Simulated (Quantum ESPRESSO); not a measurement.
# Zr4ZnAl2Ru: input and log of a self-consistent run

A calculation, not a measurement. The program is pw.x of Quantum ESPRESSO 7.5 (plane-wave density functional theory). The cell is made up: eight metal atoms on a face-centred cubic lattice, with elements, volume, strain and displacements drawn at random and not relaxed, so it may be unstable or far from any real phase. PseudoDojo standard norm-conserving files set the functional (PBE unless stated); there is no spin polarisation or spin-orbit coupling, the Fermi-Dirac width of 0.25 eV means electrons at about 2900 K, and the masses in the input are unused placeholders. A spin test at this wide smearing found no moment, but such smearing suppresses magnetism that the real alloy may have.

Input:

```
&control calculation='scf', pseudo_dir='./dojo.nc.sr.pbe.v0_5.standard.upf', outdir='./o', disk_io='minimal', tprnfor=.true., tstress=.true. /
&system ibrav=0, nat=8, ntyp=4, nbnd=59, ecutwfc=84.00895049, nosym=.true., tot_charge=0,
 occupations='smearing', smearing='fd', degauss=0.0183746611
/
&electrons conv_thr=1.470e-08, electron_maxstep=70, mixing_beta=0.5 /
ATOMIC_SPECIES
Al 1.0 Al.upf
Ru 1.0 Ru.upf
Zn 1.0 Zn.upf
Zr 1.0 Zr.upf
CELL_PARAMETERS angstrom
2.0492 4.232 2.1157
0.0302 4.2432 -4.284
-4.212 4.2635 0.0505
ATOMIC_POSITIONS angstrom
Zr 0.048 0.065 -0.0844
Zn -1.9834 2.1985 0.1975
Zr -0.0376 2.2071 -2.0973
Al -2.121 4.1039 -2.1515
Ru -0.0874 4.186 -0.0025
Al -2.1794 6.3404 0.1082
Zr 0.0996 6.3144 -2.0617
Zr -2.1067 8.7544 -2.1154
K_POINTS automatic
5 5 5 1 1 1
```

The log is shortened where brackets say so; the opening notice, blank lines, dates and the lines on written files are dropped, and the path of the files is cut. It prints rydbergs, bohrs and kilobars, and counts compression as positive stress. Its total energy is the free energy E - TS of the whole cell.

```
     Program PWSCF v.7.5
     Parallel version (MPI & OpenMP), running on       4 processor cores
     Number of MPI processes:                 4
     Threads/MPI process:                     1
     [start-up lines left out]
     bravais-lattice index     =            0
     lattice parameter (alat)  =       9.7436  a.u.
     unit-cell volume          =    1027.8321 (a.u.)^3
     number of atoms/cell      =            8
     number of atomic types    =            4
     number of electrons       =        90.00
     number of Kohn-Sham states=           59
     kinetic-energy cutoff     =      84.0090  Ry
     charge density cutoff     =     336.0358  Ry
     scf convergence threshold =      1.5E-08
     mixing beta               =       0.5000
     number of iterations used =            8  plain     mixing
     Exchange-correlation= PBE
                           (   1   4   3   4   0   0   0)
     [axes and pseudopotential details left out]
   Cartesian axes
     site n.     atom                  positions (alat units)
         1        Zr     tau(   1) = (   0.0093094   0.0126065  -0.0163690  )
         2        Zn     tau(   2) = (  -0.3846716   0.4263893   0.0383042  )
         3        Zr     tau(   3) = (  -0.0072924   0.4280572  -0.4067620  )
         4        Al     tau(   4) = (  -0.4113585   0.7959331  -0.4172738  )
         5        Ru     tau(   5) = (  -0.0169508   0.8118560  -0.0004849  )
         6        Al     tau(   6) = (  -0.4226849   1.2296923   0.0209849  )
         7        Zr     tau(   7) = (   0.0193170   1.2246497  -0.3998575  )
         8        Zr     tau(   8) = (  -0.4085851   1.6978768  -0.4102724  )
     number of k points=    63  Fermi-Dirac smearing, width (Ry)=  0.0184
                       cart. coord. in units 2pi/alat
        k(    1) = (   0.0006041   0.1215321   0.0000221), wk =   0.0320000
        k(    2) = (  -0.1829270   0.1814019   0.0580279), wk =   0.0320000
     [further k points left out]
     Dense  grid:   106939 G-vectors     FFT dimensions: (  60,  72,  72)
     Estimated max dynamical RAM per process >     364.31 MB
     Estimated total dynamical RAM >       1.35 GB
     Initial potential from superposition of free atoms
     starting charge      89.9848, renormalised to      90.0000
     Starting wfcs are   68 randomized atomic wfcs
     total cpu time spent up to now is        7.3 secs
     per-process dynamical memory:   291.8 Mb
     Self-consistent Calculation
     iteration #  1     ecut=    84.01 Ry     beta= 0.50
     Davidson diagonalization with overlap
     ethr =  1.00E-02,  avg # of iterations =  2.4
     total cpu time spent up to now is       29.0 secs
     total energy              =   -1033.15776752 Ry
     estimated scf accuracy    <       2.41294758 Ry
     iteration #  2     ecut=    84.01 Ry     beta= 0.50
     Davidson diagonalization with overlap
     ethr =  2.68E-03,  avg # of iterations =  3.0
     total cpu time spent up to now is       48.4 secs
     total energy              =   -1033.79129523 Ry
     estimated scf accuracy    <      12.82171830 Ry
     iteration #  3     ecut=    84.01 Ry     beta= 0.50
     Davidson diagonalization with overlap
     ethr =  2.68E-03,  avg # of iterations =  2.0
     total cpu time spent up to now is       69.6 secs
     total energy              =   -1034.48143453 Ry
     estimated scf accuracy    <       0.88909604 Ry
     iteration #  4     ecut=    84.01 Ry     beta= 0.50
     Davidson diagonalization with overlap
     ethr =  9.88E-04,  avg # of iterations =  2.0
     total cpu time spent up to now is       84.5 secs
     total energy              =   -1034.56925963 Ry
     estimated scf accuracy    <       0.12540576 Ry
     iteration #  5     ecut=    84.01 Ry     beta= 0.50
     Davidson diagonalization with overlap
     ethr =  1.39E-04,  avg # of iterations =  4.1
     total cpu time spent up to now is      105.5 secs
     total energy              =   -1034.59220441 Ry
     estimated scf accuracy    <       0.12282353 Ry
     [iterations 6 to 10 left out]
     iteration # 11     ecut=    84.01 Ry     beta= 0.50
     Davidson diagonalization with overlap
     ethr =  4.63E-08,  avg # of iterations =  2.1
     total cpu time spent up to now is      226.7 secs
     total energy              =   -1034.60210419 Ry
     estimated scf accuracy    <       0.00003722 Ry
     iteration # 12     ecut=    84.01 Ry     beta= 0.50
     Davidson diagonalization with overlap
     ethr =  4.14E-08,  avg # of iterations =  1.3
     total cpu time spent up to now is      243.3 secs
     total energy              =   -1034.60210750 Ry
     estimated scf accuracy    <       0.00000165 Ry
     iteration # 13     ecut=    84.01 Ry     beta= 0.50
     Davidson diagonalization with overlap
     ethr =  1.84E-09,  avg # of iterations =  4.5
     total cpu time spent up to now is      262.6 secs
     total energy              =   -1034.60210790 Ry
     estimated scf accuracy    <       0.00000029 Ry
     iteration # 14     ecut=    84.01 Ry     beta= 0.50
     Davidson diagonalization with overlap
     ethr =  3.19E-10,  avg # of iterations =  2.1
     total cpu time spent up to now is      281.2 secs
     total energy              =   -1034.60210794 Ry
     estimated scf accuracy    <       0.00000002 Ry
     iteration # 15     ecut=    84.01 Ry     beta= 0.50
     Davidson diagonalization with overlap
     ethr =  2.23E-11,  avg # of iterations =  4.7
     total cpu time spent up to now is      300.8 secs
     End of self-consistent calculation
     [lines on levels left out]
!    total energy              =   -1034.60210794 Ry
     estimated scf accuracy    <          9.2E-09 Ry
     smearing contrib. (-TS)   =      -0.10781765 Ry
     internal energy E=F+TS    =   -1034.49429029 Ry
     The total energy is F=E-TS. E is the sum of the following terms:
     one-electron contribution =    -548.96247596 Ry
     hartree contribution      =     309.87102383 Ry
     xc contribution           =    -163.69234213 Ry
     ewald contribution        =    -631.71049603 Ry
     convergence has been achieved in  15 iterations
     Forces acting on atoms (cartesian axes, Ry/au):
     atom    1 type  4   force =    -0.02516075   -0.03113716   -0.01776368
     atom    2 type  3   force =    -0.01109799    0.00398498   -0.01294851
     atom    3 type  4   force =     0.03906131    0.01920532    0.04432098
     atom    4 type  1   force =     0.00796923    0.03774971    0.02191530
     atom    5 type  2   force =    -0.01598373    0.00489871   -0.00709767
     atom    6 type  1   force =     0.02989943    0.03407731   -0.04132487
     atom    7 type  4   force =    -0.10139547    0.00929435   -0.01732326
     atom    8 type  4   force =     0.07670796   -0.07807323    0.03022170
     Total force =     0.188960     Total SCF correction =     0.000210
     Computing stress (Cartesian axis) and pressure
          total   stress  (Ry/bohr**3)                   (kbar)     P=       14.89
   0.00008345   0.00000803   0.00013095           12.28        1.18       19.26
   0.00000803   0.00011920   0.00003607            1.18       17.54        5.31
   0.00013095   0.00003607   0.00010110           19.26        5.31       14.87
     init_run     :      6.89s CPU      7.20s WALL (       1 calls)
     electrons    :    292.76s CPU    293.54s WALL (       1 calls)
     forces       :      2.31s CPU      2.32s WALL (       1 calls)
     stress       :      8.27s CPU      8.27s WALL (       1 calls)
     [timing details left out]
     PWSCF        :   5m10.36s CPU   5m11.48s WALL
     JOB DONE.
```

In other units: free energy -14076.479 eV for the cell, pressure 1.49 GPa, largest force component 2.607 eV/Å in size. The run took 313 s of wall time with four MPI processes on a shared machine (Intel Xeon, 2023 or later, virtual cores), so the time is rough. A rerun of this cell at a higher cutoff and on a denser mesh moved values by no more than 0.003 eV in energy, 0.02 GPa in stress and 0.004 eV/Å in force, and a second program with other atomic files agreed on that cell to 2 % rms in force and 0.5 GPa in pressure.